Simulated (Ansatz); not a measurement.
The calculation used Ansatz 0.2.0, DFT PBE, scalar-relativistic, plane waves, PAW. All cells share a 420 eV cutoff and Γ-centred k meshes spaced at most about 0.3 Å⁻¹ (about 0.25 or finer for metals, 2π included). No spin polarisation in the final relaxations.

All energies are static (0 K, no zero-point motion). Both are relaxed sheets, periodic along a and b.

Two forms of Li were relaxed alike.

A.

```cif
data_structure
_symmetry_space_group_name_H-M 'P 1'
_symmetry_Int_Tables_number 1
_cell_length_a 2.8926
_cell_length_b 2.8926
_cell_length_c 23.8000
_cell_angle_alpha 90.000
_cell_angle_beta 90.000
_cell_angle_gamma 90.000
_cell_volume 199.13
loop_
_atom_site_label
_atom_site_type_symbol
_atom_site_fract_x
_atom_site_fract_y
_atom_site_fract_z
_atom_site_occupancy
Li1 Li 0.00000 0.00000 0.29412 1
```

B.

```cif
data_structure
_symmetry_space_group_name_H-M 'P 1'
_symmetry_Int_Tables_number 1
_cell_length_a 3.7144
_cell_length_b 3.7144
_cell_length_c 33.1442
_cell_angle_alpha 90.000
_cell_angle_beta 90.000
_cell_angle_gamma 90.000
_cell_volume 457.29
loop_
_atom_site_label
_atom_site_type_symbol
_atom_site_fract_x
_atom_site_fract_y
_atom_site_fract_z
_atom_site_occupancy
Li1 Li 0.00000 0.00000 0.32559 1
Li2 Li 0.00000 0.00000 0.18732 1
Li3 Li 0.00000 0.50000 0.25645 1
Li4 Li 0.50000 0.00000 0.25645 1
```

Question: Which form is favoured at zero pressure, and by what margin per atom?

Answer: B is lower, by 250 meV/atom. A has layer group p4/mmm (No. 61), 8.4 Å²/atom and no gap on its mesh; B has layer group p4/mmm (No. 61), 3.4 Å²/atom and no gap. Counting all near atoms (those within 1.25 times the shortest distance at each site; a plus sign parts nearer from farther groups; a slash parts the counts of unlike sites), A has Li 4 and B has Li 4/4+4. In A, Li at height 0.00 Å has 4 Li at 2.89 Å. In B, Li at height 4.58 Å has 4 Li at 2.95 Å; Li at height 2.29 Å has 8 Li at 2.63–2.95 Å. Both come from invented guesses.

Cells relaxed within their symmetry can be saddle points.
